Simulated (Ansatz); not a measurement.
**ZrRuSi: pressure against volume**

ZrRuSi, P-62m, a = 6.675 Å, c = 3.701 Å. The structure is a COD entry; whether it is the stable form wasn't checked. Ansatz: r2SCAN, PAW, 500 eV, Γ-centred 6×6×10 mesh on 9 atoms, Gaussian smearing 0.10 eV; no spin polarisation. Shape and atoms are relaxed at each volume; pressure is positive in compression.

```
V (Å³/atom) P (GPa)
     14.919    14.29
     15.395        ?
     15.871     0.02
     16.347    -5.59
     16.823   -10.38
```

Question: Take V0 = 15.871 Å³/atom, count pressures from its P0 = 0.02 GPa, fit the third-order Birch–Murnaghan form to the other rows, and predict the missing pressure.

Answer: With the Eulerian strain f = ½[(V0/V)^(2/3) − 1] and y = (P − P0)/[3f(1 + 2f)^(5/2)], the form is the line y = B0 + 1.5 B0 (B0′ − 4) f. Rows (f, y): 0.02105, 203.8; -0.00975, 201.5; -0.01905, 200.5. Means f = -0.002583, y = 201.93; Σ(Δf)² = 0.0008810, ΣΔfΔy = 0.07082; the slope is their ratio. y = 202.1 + 80.39 f GPa, so B0 = 202.1 GPa and B0′ = 4 + 2 × (80.39)/(3 × 202.1) = 4.27. At V = 15.395, f = 0.01025, y = 202.92 and P = 6.58 GPa. The run gave 6.60 GPa, so the fit is 0.02 GPa too low, a small miss on the scale of the series.